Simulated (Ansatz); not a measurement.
HfC — core-level photoemission

Cell: a Materials Project structure (computed, not necessarily an observed phase), taken as it stands, repeated to a supercell; a hole's nearest image is 6.6 Å away.

Space group Fm-3m (No. 225); a = 4.6343 Å.

```csv
site,Wyckoff,site symmetry,x,y,z
Hf1,4a,m-3m,0.0000,0.0000,0.0000
C9,4b,m-3m,0.5000,0.5000,0.5000
```

One atom of each set is listed; the run and its k-mesh use a cell of 16 atoms with edges of 6.55, 6.55, 6.55 Å.

The numbers come from a DFT calculation in Ansatz (PBE, plane waves and PAW, scalar-relativistic, 420 eV cutoff, Γ-centred 5×5×5 k-points, Fermi–Dirac smearing 0.05 eV).

Each value is a total-energy difference between the cell with one core hole and the ground state (ΔSCF), counted from the Fermi energy. The valence electrons get no spin in the cell with the hole, so they can't polarise against the unpaired core electron; that puts absolute values high, by some tenths of an eV and in some cases by about 1 eV.

(1) Give the Hf 4f, C 1s lines of each distinct site.

Absolute PBE values can be off by an eV or more, and the 3d and 4f lines of heavy atoms by several eV. Multiplets, satellites and widths aren't calculated.

## Answers

(1) 

```
 line  atom     first shell  E_B (eV)  j = l + ½ / j = l − ½ (eV)
Hf 4f     1   6 C at 2.32 Å      15.1                 14.4 / 16.1
 C 1s     9  6 Hf at 2.32 Å     281.1                           –
```

For p, d and f shells E_B is the weighted mean of the two lines, whose splitting comes from the free atom's Dirac orbitals.
